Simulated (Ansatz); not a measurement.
HfB, DFT, LDA, all-electron LAPW, scalar-relativistic (Ansatz 0.2.0), run on 1 thread of Intel(R) Xeon(R) Platinum 8488C (Sapphire Rapids) on a shared host.

The geometry is COD entry 1511179, unchecked; take it as a test cell.

Command: `ansatz run input.yaml --threads 1 --pin off --max-ram 3072MiB --backend cpu --events-out ev --progress --plain --runs-dir out`

```yaml
crystal:
  lattice:
    - [0.0, 2.31, 2.31]
    - [2.31, 0.0, 2.31]
    - [2.31, 2.31, 0.0]
  atoms:
    - { symbol: Hf, position: [0.5, 0.5, 0.5] }
    - { symbol: B, position: [0.0, 0.0, 0.0] }
kpoints:
  mp_grid: { grid: [15, 15, 15] }
  band_path:
    path:
      - [0.0, 0.0, 0.0]
      - [0.5, 0.0, 0.5]
      - [0.625, 0.25, 0.625]
      - [0.375, 0.375, 0.75]
      - [0.0, 0.0, 0.0]
      - [0.5, 0.5, 0.5]
      - [0.5, 0.25, 0.75]
      - [0.5, 0.0, 0.5]
    npoints: 14
scf:
  occupations: { method: fermi_dirac, width: 0.05 }
hamiltonian:
  xc: lda
  pseudopotentials: { kind: all_electron, lapw: { basis_error: 0.00025 } }
output:
  forces: true
  stress: true
  eigenvalues: true
  populations: true
  dos: { projected: true, de: 0.2, e_range: [-14, 8] }
```

(1) How large is the problem that the program sets up?

(2) About how long does it take, and how much memory does it use?

(3) And the same cell and mesh by PAW (frozen-core files), asked for forces, stress, eigenvalues, efg, populations, bader, dos, write_density, write_potential, elf and the same band path, on the same hardware?

(4) And the same cell and mesh by all-electron PAW (datasets made for this crystal), asked for forces, stress, eigenvalues, efg and the same band path, on the same hardware?

## Answers

(1) 120 irreducible k-points, 331 plane waves at Γ, 29 bands.

(2) 30 s of wall time for 9 SCF iterations, with a peak of 0.6 GiB. Times on shared machines scatter by tens of per cent.

(3) 15 s, peak memory 0.47 GiB.

(4) 18 s, peak memory 0.57 GiB.
